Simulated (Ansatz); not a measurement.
# CaMnO3: reading a single point

```
CELL_PARAMETERS angstrom
3.72488 0.00000 0.00000
0.00000 3.72488 0.00000
0.00000 0.00000 3.72488
ATOMIC_POSITIONS crystal
Mn 0.00000 0.00000 0.00000
O 0.50000 0.00000 0.00000
O 0.00000 0.50000 0.00000
O 0.00000 0.00000 0.50000
Ca 0.50000 0.50000 0.50000
```

Single point in Ansatz 0.2.0 with PBEsol, with U_eff = 3.68 eV on Mn d (all-electron-ortho-atomic projectors), collinear spin. Cutoff 420 eV, PAW datasets, 6×6×6 Γ-centred k mesh, gaussian filling (width 0.083 eV).

Magnetic state (reached from a saved solution, and it need not be the lowest): Mn1 up.

**Electronic structure.** It is a metal, with about 0.89 states/eV a cell as the mean within 0.25 eV of the Fermi level, mostly O p (84 %) and Mn d (12 %).
**Stress.** The pressure is 1.7 GPa (compression positive), so with the atoms held at these fractions the cell would first expand.
**Charges.** Bader charges in e: Ca +1.58, Mn +1.93, O -1.17. In the mean Mn gives up most and O takes most.
**Contacts.** Mn–O at 1.86 Å: least valence density 0.84 e/Å³ and ELF 0.24 there. Ca–O at 2.63 Å: least valence density 0.14 e/Å³ and ELF 0.06 there. These are pseudo-fields; inside the PAW spheres they differ from the all-electron ones.
**Moments.** Mn1 +2.87 μB of spin moment in Bader basins; net size 3.15 μB a cell.

Origin: a known structure type with other elements, at an estimated volume, so it need not be a known compound. Caveats: another magnetic order, which this cell may not hold, can open a gap.
